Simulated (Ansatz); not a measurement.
This run works on a proposed trial structure, not on a known crystal.

Input and command of a plane-wave DFT calculation in Ansatz:

```yaml
crystal:
  lattice:
    - [4.383, -3.025, 0.0]
    - [4.383, 3.025, 0.0]
    - [-2.29247159, 0.0, 4.80626664]
  atoms:
    - { symbol: Si, position: [0.403, 0.403, 0.597] }
    - { symbol: Si, position: [0.597, 0.597, 0.403] }
    - { symbol: B, position: [0.014, 0.308, 0.986] }
    - { symbol: B, position: [0.308, 0.014, 0.986] }
    - { symbol: B, position: [0.186, 0.186, 0.292] }
    - { symbol: B, position: [0.186, 0.708, 0.814] }
    - { symbol: B, position: [0.708, 0.186, 0.814] }
    - { symbol: B, position: [0.692, 0.986, 0.014] }
    - { symbol: B, position: [0.986, 0.692, 0.014] }
    - { symbol: B, position: [0.814, 0.814, 0.708] }
    - { symbol: B, position: [0.292, 0.814, 0.186] }
    - { symbol: B, position: [0.814, 0.292, 0.186] }
    - { symbol: C, position: [0.014, 0.014, 0.691] }
    - { symbol: C, position: [0.986, 0.986, 0.309] }
basis:
  ecutwfc: 420
kpoints:
  mp_grid: { grid: [4, 4, 4] }
hamiltonian:
  xc: pbe
scf:
  occupations: { method: gaussian, width: 0.2 }
  lower_state_search: "off"
output:
  forces: true
  stress: true
  eigenvalues: true
relax:
  adjacent_minimum: "off"
  f_tol: 0.08
  max_steps: 16
  cell: { stress_tol: 0.8 }
```

```bash
ansatz run input.yaml --threads 1 --pin off --max-ram 2560MiB --backend cpu --events-out ev --progress --plain --runs-dir out
```

Processor: Intel(R) Xeon(R) Processor @ 2.50GHz (Skylake/Cascade Lake), 1 thread, on a host shared with other jobs.

**Question.** How long does it run, and how much memory does it take?

**Answer.** About 110 s, peak memory 0.45 GiB. It solves 37 bands at 24 k points (after reduction by symmetry) with about 2427 plane waves (on the last cell), in 38 SCF iterations over 7 ionic steps.
